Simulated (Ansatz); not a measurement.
Space group F-43m (No. 216). a = 6.108 Å, b = 6.108 Å, c = 6.108 Å, α = 90.00°, β = 90.00°, γ = 90.00°
```
atom site symmetry x y z
  In    4a      -43m  0.0000  0.0000  0.0000
  As    4d      -43m  0.2500  0.2500  0.7500
```

Equation of state of this InAs structure (not necessarily the ground state), with shape and atoms relaxed at each volume where symmetry leaves them free. These are results of DFT r2SCAN, scalar-relativistic, plane waves, PAW (Ansatz), not measurements.

Settings: cutoff 500 eV, Γ-centred mesh 10×10×10 on the computed 2-atom cell, Gaussian smearing of 0.01 eV; no spin polarisation.

```csv
V (Å³/atom),E − E(largest V) (meV/atom),P (GPa),gap on mesh (eV)
25.072,51.94,9.94,0.79
25.927,7.57,6.79,0.60
26.781,-21.36,4.13,0.42
27.636,-37.28,1.90,0.25
28.491,-42.21,0.01,0.08
29.346,-37.97,-1.55,0.00
30.200,-26.00,-2.90,0.00
31.340,0.00,-4.36,0.00
```

Question: Fit a third-order Birch–Murnaghan equation to E(V).

Answer: V0 = 28.50 Å³/atom, B0 = 57 GPa, B0' = 4.7.